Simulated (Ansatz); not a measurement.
# Hf2Pd2Se2Br2O3: changing the Hubbard U on Hf d, Pd d

```yaml
crystal:
  lattice:
    - [3.72613, 0.00000, 0.00000]
    - [-1.86306, 3.22692, 0.00000]
    - [0.00000, 0.00000, 17.00867]
  atoms:
    - { symbol: Hf, position: [0.66667, 0.33333, 0.93385] }
    - { symbol: Hf, position: [0.33333, 0.66667, 0.06615] }
    - { symbol: Pd, position: [0.00000, 0.00000, 0.30298] }
    - { symbol: Pd, position: [0.00000, 0.00000, 0.69702] }
    - { symbol: Se, position: [0.33333, 0.66667, 0.22649] }
    - { symbol: Se, position: [0.66667, 0.33333, 0.77351] }
    - { symbol: Br, position: [0.66667, 0.33333, 0.39862] }
    - { symbol: Br, position: [0.33333, 0.66667, 0.60138] }
    - { symbol: O, position: [0.33333, 0.66667, 0.92689] }
    - { symbol: O, position: [0.66667, 0.33333, 0.07311] }
    - { symbol: O, position: [0.00000, 0.00000, 0.00000] }
```

The cell comes from a database or a generator and needn't be the stable form of this composition.

Kept alike: task projected density of states; functional PBE; k mesh 8 × 8 × 2; occupations fermi-dirac, width 0.05 eV; no spin polarisation. Program: Ansatz, Ansatz PAW, cutoff 420 eV. The mesh is that of the run's cell of 11 atoms. No spin-orbit coupling.

| run | pressure (GPa) |
| --- | --- |
| A | 2.17 |
| B | 0.98 |
| C | 5.48 |
| D | 3.64 |

Pressure is positive in compression, with a Pulay correction for the finite cutoff. U acts here on a shell without spin polarisation. For a metal such a mesh leaves the last digits unconverged. How U acts hangs on the program's projectors. U is the effective U - J on orthogonalised atomic projectors. Double counting: fully localised limit (the default).

Question: The runs differ in the Hubbard U on Hf d, Pd d alone: 2; 4; 6; 8 eV. Which run is which?

Answer: Run A is 4 eV; run B is 2 eV; run C is 8 eV; run D is 6 eV. The pressure rises from 0.98 to 5.48 GPa between 2 and 8 eV. U localises the shell and weakens its bonds, so the cell pushes outwards.
